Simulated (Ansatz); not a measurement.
Relaxed-ion elastic tensor of HfO$_{2}$ (fluorite, Fm-3m) in GPa (Voigt order), DFT-PBE in the program Ansatz with PAW potentials; density 10.55 g/cm³, 11.04 Å³ per atom.

|  | 1 | 2 | 3 | 4 | 5 | 6 |
|---|---|---|---|---|---|---|
| 1 | 546 | 95.8 | 95.8 | 0.0 | 0.0 | 0.0 |
| 2 | 95.8 | 546 | 95.8 | 0.0 | 0.0 | 0.0 |
| 3 | 95.8 | 95.8 | 546 | 0.0 | 0.0 | 0.0 |
| 4 | 0.0 | 0.0 | 0.0 | 64.7 | 0.0 | 0.0 |
| 5 | 0.0 | 0.0 | 0.0 | 0.0 | 64.7 | 0.0 |
| 6 | 0.0 | 0.0 | 0.0 | 0.0 | 0.0 | 64.7 |

Task: Is the crystal mechanically stable?

Result: Yes: the smallest eigenvalue of C is 64.7 GPa.

Task: Work out the Voigt, Reuss and Hill averages.

Result: K_V = 246, K_R = 246, K_H = 246; G_V = 129, G_R = 90.5, G_H = 110 GPa.

Task: Give Young's modulus, Poisson's ratio, Pugh's ratio and the universal anisotropy index.

Result: E = 9KG/(3K + G) = 287 GPa; ν = 0.31; K/G = 2.24 (ductile by the Pugh limit of 1.75); A_U = 5G_V/G_R + K_V/K_R − 6 = 2.12.

Task: Estimate the sound speeds and the Debye temperature.

Result: v_l = √((K + 4G/3)/ρ) = 6100 m/s, v_t = √(G/ρ) = 3220 m/s, mean 3600 m/s; Θ = (h/k)(3n/4πV)^(1/3) v_m = 482 K.

Task: Give the Zener ratio and Young's modulus along [100], [110] and [111].

Result: A = 2C44/(C11 − C12) = 0.29; 1/E = S11 − 2(S11 − S12 − S44/2)Γ with Γ = 0, 1/4, 1/3 gives 517, 213, 179 GPa.

Task: Solve the Christoffel equation for the three sound speeds along [100], [110], [111].

Result: Eigenvalues of C_ijkl n_j n_l equal ρv². In km/s, slowest first: [100] 2.48, 2.48, 7.19; [110] 2.48, 4.62, 6.04; [111] 4.03, 4.03, 5.61.

This is a known high-temperature phase of the composition, computed here at zero pressure and temperature. Symmetry was held in the PBE relaxation. At this level the phase is dynamically unstable (imaginary phonons). No spin polarisation was allowed. Spin–orbit coupling is left out wherever it is not named.

Potentials: the later of the program's two PAW sets.
